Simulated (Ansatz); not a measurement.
## Calculated electric field gradients for NaAlBr4

The cell is a Materials Project structure (computed, not necessarily an observed phase), taken as it stands.

Space group Pnma (No. 62); a = 13.8099, b = 7.5219, c = 7.5243 Å.

| site | Wyckoff | site symmetry | x | y | z |
| --- | --- | --- | --- | --- | --- |
| Na | 4c | .m. | 0.1542 | 0.2500 | 0.4522 |
| Al | 4c | .m. | 0.3994 | 0.2500 | 0.2005 |
| Br9 | 4c | .m. | 0.4465 | 0.2500 | 0.9061 |
| Br13 | 8d | 1 | 0.3020 | 0.4942 | 0.2609 |
| Br21 | 4c | .m. | 0.0355 | 0.2500 | 0.1256 |

One atom of each set is listed.

All values are calculated (Ansatz; DFT, PBE, plane waves and PAW, scalar-relativistic, 420 eV cutoff, Γ-centred 2×4×4 k-points, Fermi–Dirac smearing 0.02 eV), not measured.

C_Q = eQV_zz/h, which is 24.18 MHz for Q = 1 b and V_zz = 10²¹ V/m²; η = (V_xx − V_yy)/V_zz.

23Na: I = 3/2, Q = 104.0 mb; ²⁷Al: I = 5/2, Q = 146.6 mb; ⁸¹Br: I = 3/2, Q = 257.9 mb. Nuclear quadrupole moments: year-2017 set (Pyykkö).

(1) Give the quadrupolar parameters of the distinct sites.

## Answers

(1) 

| site | atoms | first shell | V_xx, V_yy, V_zz (10²¹ V/m²) | η | C_Q (MHz) |
| --- | --- | --- | --- | --- | --- |
| Na | 4 | 6 Br at 2.95–3.10 Å | -0.002, -0.33, 0.33 | 0.99 | 0.831 |
| Al | 4 | 4 Br at 2.29–2.32 Å | -0.018, -0.59, 0.61 | 0.94 | 2.16 |
| Br9 | 4 | 1 Al at 2.31 Å; also 1 Na at 3.06 Å | -11.48, -14.79, 26.3 | 0.13 | 164 |
| Br13 | 8 | 1 Al at 2.32 Å; also 2 Na at 3.08–3.10 Å | -6.60, -19.50, 26.1 | 0.49 | 163 |
| Br21 | 4 | 1 Al at 2.29 Å; also 1 Na at 2.95 Å | -9.92, -18.52, 28.4 | 0.30 | 177 |

At Br9, Br13 and Br21 V_zz points along its bond to Al (within 2°) in each case.

Where η is near 1 the sign of V_zz means little.

Hardware: 1 thread of AMD EPYC 7R13 Processor (Zen 3) (x86_64; 16 cores open to the job, memory cap 2.5 GiB, no GPU), a shared host with a load of 0.3 a core. Wall time 1.8 min, CPU time 1.8 min, peak memory 1.6 GiB.
